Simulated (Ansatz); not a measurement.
**CrSi₆Mo₂: phonons across the zone**

These are results of DFT PBE, scalar-relativistic, plane waves, PAW in Ansatz, not measurements. Settings: 420 eV plane-wave cutoff, Γ-centred 10×10×10 mesh, Fermi-Dirac smearing of 0.15 eV. No spin polarisation. Phonons by linear response, acoustic sum rule imposed.

Equilibrium structure at this level:
```
CELL_PARAMETERS angstrom
0.00000 3.89064 6.73528
2.24939 0.00000 6.73528
2.24939 3.89064 0.00000
ATOMIC_POSITIONS crystal
Cr 0.00000 0.00000 0.00000
Si 0.99995 0.32806 0.67194
Si 0.33475 0.66525 0.33475
Si 0.67194 0.00005 0.99995
Si 0.32806 0.99995 0.00005
Si 0.66525 0.33475 0.66525
Si 0.00005 0.67194 0.32806
Mo 0.66603 0.66603 0.33397
Mo 0.33397 0.33397 0.66603
```

The structure comes from a generated guess, relaxed at this level; another structure or a mixture of phases may lie lower. In a metal, frequencies and elastic constants depend on the k mesh and the smearing, soft modes and shear constants most. The q mesh is coarse, so values between its points are rough.

Force constants from linear response on a 2×2×2 q mesh.

Question: Is the structure dynamically stable on this mesh?

Answer: Yes, on this mesh: no mode is imaginary.

Question: Give the frequencies (cm⁻¹; i marks imaginary ones) at the irreducible q points, in fractions of the reciprocal vectors.

Answer:
| q | star | frequencies |
| --- | --- | --- |
| 0.000 0.000 0.000 | 1 | 0 0 0 174 182 197 205 223 238 251 265 266 289 293 297 298 302 309 327 334 354 367 367 382 398 437 441 |
| 0.000 0.000 -0.500 | 4 | 175 186 192 204 209 225 231 239 246 248 254 261 276 280 286 288 291 296 307 339 343 379 382 406 407 419 434 |
| 0.000 -0.500 -0.500 | 1 | 184 197 198 208 208 230 233 235 240 259 271 274 279 280 286 286 298 305 324 337 350 360 385 388 402 403 441 |
| -0.500 0.000 -0.500 | 1 | 184 194 194 223 234 243 251 252 253 254 260 266 269 282 283 284 297 299 325 330 365 366 379 381 388 412 423 |
| -0.500 -0.500 0.000 | 1 | 97 116 126 138 180 198 199 230 240 241 252 286 290 292 293 299 312 315 333 346 357 371 383 390 392 431 445 |
